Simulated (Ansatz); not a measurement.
CdS (zinc blende)

```
CdS
1.0
    0.00000     2.93953     2.93953
    2.93953     0.00000     2.93953
    2.93953     2.93953     0.00000
S Cd
1 1
Direct
  0.75000   0.75000   0.75000
  0.00000   0.00000   0.00000
```

The relaxed cell is deformed in two ways at once: its volume V is scaled, and at that volume it is stretched along z (the c axis of the conventional cell) so that c/a changes. Fractional atomic positions are held.

These are r2SCAN (plane waves to 500 eV, PAW, scalar-relativistic; Ansatz, an electronic-structure program) values and carry that method's errors. k mesh 10×10×10 (Γ-centred), Fermi-Dirac smearing 0.05 eV. Stress and pressure are positive under compression. CdS was relaxed with its symmetry unable to fall. The PAW data are Ansatz's earlier set.

At one point of the scan the stress tensor (GPa) is:

```
  -0.80     0.00     0.00
   0.00    -0.80     0.00
   0.00     0.00    -2.12
```

Q: Which point is it?
A. V/V₀ = 1.040, (c/a)/(c/a)₀ = 0.880
B. V/V₀ = 1.020, (c/a)/(c/a)₀ = 1.060
C. V/V₀ = 1.020, (c/a)/(c/a)₀ = 1.000
D. V/V₀ = 1.000, (c/a)/(c/a)₀ = 0.880

A: B, V/V₀ = 1.020, (c/a)/(c/a)₀ = 1.060

(A scan under strain: stresses follow from slopes of the energy per volume, elastic moduli from its curvatures.)
